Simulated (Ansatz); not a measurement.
TaSi₂: checking a database structure before trusting its electric field gradients

The cell is an entry of the Crystallography Open Database (COD) (the entry's cell lengths or inner coordinates differ somewhat from later room-temperature determinations).

Space group P6_222 (No. 180); a = 4.7800, c = 6.5640 Å, γ = 120.00°.

| site | Wyckoff | site symmetry | x | y | z |
| --- | --- | --- | --- | --- | --- |
| Ta | 3d | 222 | 0.5000 | 0.0000 | 0.5000 |
| Si | 6j | ..2 | 0.1666 | 0.3333 | 0.5000 |

One atom of each set is listed.

All values are calculated (Ansatz; DFT, PBE, plane waves and PAW, scalar-relativistic, 420 eV cutoff, Γ-centred 8×8×5 k-points, Fermi–Dirac smearing 0.05 eV), not measured.

Task: Do the atoms and the cell lie near the calculated equilibrium?

Result: Not quite. The largest force is 0.80 eV/Å, on atom 6 (Si: 5 Si at 2.59–2.76 Å, 5 Ta at 2.59–2.76 Å), and the pressure is 3.5 GPa. Relaxing the atoms is still advisable, since electric field gradients respond to shifts of a few hundredths of an ångström.
